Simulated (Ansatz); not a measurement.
Generalised stacking fault of NaF (rock salt) on the {100} plane. The cell below holds the perfect crystal with the plane normal along z; tilting its third vector by the shift puts one fault into each cell, between planes 2.35 Å apart, at fixed cell height.

```
CELL_PARAMETERS angstrom
      3.32451     0.00000     0.00000
      0.00000     3.32451     0.00000
      1.66225     1.66225     7.05235
ATOMIC_POSITIONS crystal
  F  0.00000 0.00000 0.83333
  F  0.33333 0.33333 0.16667
  F  0.66667 0.66667 0.50000
  Na 0.50000 0.50000 0.83333
  Na 0.83333 0.83333 0.16667
  Na 0.16667 0.16667 0.50000
```

In-plane vectors a = (3.325, 0.000) Å, b = (0.000, 3.325) Å, area 11.05 Å². The shift is s times the vector a (length 3.325 Å), so s = 1 restores the start. Atoms relax along the normal only. γ = [E(shift) − E(0)] / area.

Method: PBE (plane waves to 420 eV, PAW, scalar-relativistic; Ansatz, a quantum-chemistry and plane-wave program). k mesh 9×9×9 (Γ-centred), Fermi-Dirac smearing 0.05 eV. E is the zero-smearing estimate. Faults lie only 7.1 Å apart, and holding the cell height raises γ above its relaxed value. NaF was relaxed with its symmetry unable to fall. The relaxed volume of NaF is well above the measured one; the method has no dispersion term. γ is measured from zero shift.

```tsv
s	γ (mJ/m²)
0.000	0
0.083	43
0.167	163
0.250	331
0.333	withheld
0.417	615
0.500	657
0.583	615
0.667	withheld
0.750	331
0.833	163
0.917	43
```

Task: Fit a Fourier form (three harmonics of 1 − cos and sin) to the given rows and predict γ at s = 0.333.

Result: Least squares on the 10 given rows: γ = (330.4)·[1 − cos(2πs)], in mJ/m²; root-mean-square residual 1.8 mJ/m². At 0.333 the fit gives 496 mJ/m²; the calculation gives 497 mJ/m², so the interpolation is off by -1 (-0.2 %). 

(The slope of γ gives the shear force per area between the displaced halves; near zero shift its curvature is an elastic stiffness.)
